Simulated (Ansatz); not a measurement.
Total density of states per atom from r²SCAN (plane waves, PAW; program Ansatz), in 0.25 eV bins, energy from the Fermi level:

```
E (eV) | states/eV/atom
    -7.85 | #### 0.19
    -7.60 | ### 0.17
    -7.35 | ### 0.16
    -7.10 | ### 0.18
    -6.85 | ### 0.18
    -6.60 | ####### 0.34
    -6.35 | ######## 0.43
    -6.10 | ######## 0.39
    -5.85 | ####### 0.34
    -5.60 | ####### 0.36
    -5.35 | ###### 0.33
    -5.10 | #### 0.20
    -4.85 | #### 0.21
    -4.60 | ###### 0.28
    -4.35 | ####### 0.34
    -4.10 | ######### 0.47
    -3.85 | ########### 0.55
    -3.60 | ######### 0.44
    -3.35 | ########## 0.52
    -3.10 | ############## 0.71
    -2.85 | ################# 0.89
    -2.60 | ############################# 1.50
    -2.35 | ############################## 1.53
    -2.10 | ##################### 1.08
    -1.85 | ########### 0.55
    -1.60 | ######### 0.48
    -1.35 | ####### 0.34
    -1.10 | ###### 0.31
    -0.85 | ###### 0.31
    -0.60 | ###### 0.32
    -0.35 | ## 0.12
    -0.10 | # 0.07
     0.15 | # 0.07
     0.40 | # 0.07
     0.65 | #### 0.21
     0.90 | ##### 0.25
     1.15 | ###### 0.29
     1.40 | ####### 0.34
     1.65 | ######### 0.44
     1.90 | ############ 0.61
     2.15 | ############### 0.74
     2.40 | ################# 0.88
     2.65 | ############## 0.72
     2.90 | ########## 0.51
     3.15 | ######### 0.47
     3.40 | ########### 0.54
     3.65 | ############# 0.68
     3.90 | ############# 0.65
     4.15 | ########### 0.54
     4.40 | ############ 0.63
     4.65 | ############## 0.69
```

Problem. Pick the material that matches.
A) Si2Mo, MoSi2 or CaC2 type
B) MoPt2, Immm (Mo on 2a, Pt on 4i)
C) SiC, 4H polytype
D) TiMo3, Immm (Ti on 2d, Mo on 4i, Mo on 2b)

Solution. A, Si2Mo, MoSi2 or CaC2 type. Within 0.5 eV of the Fermi level: Mo 4d 74 %, Si 3p 22 %. Projections are on Löwdin-orthogonalised atomic valence shells; empty p or d shells of many metals are not among them.

Space group I4/mmm (MoSi2 or CaC2 type). The cell was relaxed with r²SCAN under the symmetry of its start. No spin polarisation was allowed. Scalar-relativistic: spin–orbit coupling is off unless named, which matters more the heavier the elements.

Potentials: the later of the program's two PAW sets.
